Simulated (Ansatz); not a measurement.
CsLaS2, DFT, LDA, all-electron LAPW, scalar-relativistic (Ansatz 0.2.0), run on 1 thread of Arm Neoverse V1 on a shared host.

The cell is the one relaxed in the Materials Project (mp-561586), not relaxed further here; entries there can be hypothetical.

Command: `ansatz run input.yaml --threads 1 --pin off --max-ram 4096MiB --backend cpu --events-out ev --progress --plain --runs-dir out`

```yaml
crystal:
  lattice:
    - [2.1659806087, 1.2505294875, 8.1006467352]
    - [-2.1659806087, 1.2505294875, 8.1006467352]
    - [0.0, -2.501058975, 8.1006467352]
  atoms:
    - { symbol: Cs, position: [0.0, 0.0, 0.0] }
    - { symbol: La, position: [0.5, 0.5, 0.5] }
    - { symbol: S, position: [0.22908551, 0.22908551, 0.22908551] }
    - { symbol: S, position: [0.77091449, 0.77091449, 0.77091449] }
kpoints:
  mp_grid: { grid: [8, 8, 8] }
  band_path:
    path:
      - [0.0, 0.0, 0.0]
      - [0.5, 0.5, 0.5]
      - [0.8174457724, 0.1825542276, 0.5]
      - [0.5, -0.1825542276, 0.1825542276]
      - [0.5, 0.0, 0.0]
      - [0.0, 0.0, 0.0]
      - [0.3412771138, -0.3412771138, 0.0]
      - [0.6587228862, 0.0, 0.3412771138]
      - [0.5, 0.0, 0.5]
    npoints: 14
scf:
  occupations: { method: fermi_dirac, width: 0.03 }
hamiltonian:
  xc: lda
  pseudopotentials: { kind: all_electron, lapw: { basis_error: 0.001 } }
output:
  forces: true
  stress: true
  eigenvalues: true
  fatbands: true
  populations: true
  dos: { projected: true, de: 0.2, e_range: [-14, 8] }
```

Problem. How large is the problem that the program sets up?

Solution. 65 irreducible k-points, 653 plane waves at Γ, 51 bands.

Problem. Estimate the wall time.

Solution. 2 min of wall time for 10 SCF iterations. Times on shared machines scatter by tens of per cent.

Problem. And the same cell and mesh by PAW (frozen-core files), asked for forces, stress, eigenvalues, efg, populations, bader, dos, write_density, write_potential, elf and the same band path, on the same hardware?

Solution. 43 s.

Problem. And the same cell and mesh by all-electron PAW (datasets made for this crystal), asked for forces, stress, eigenvalues, efg and the same band path, on the same hardware?

Solution. 50 s.
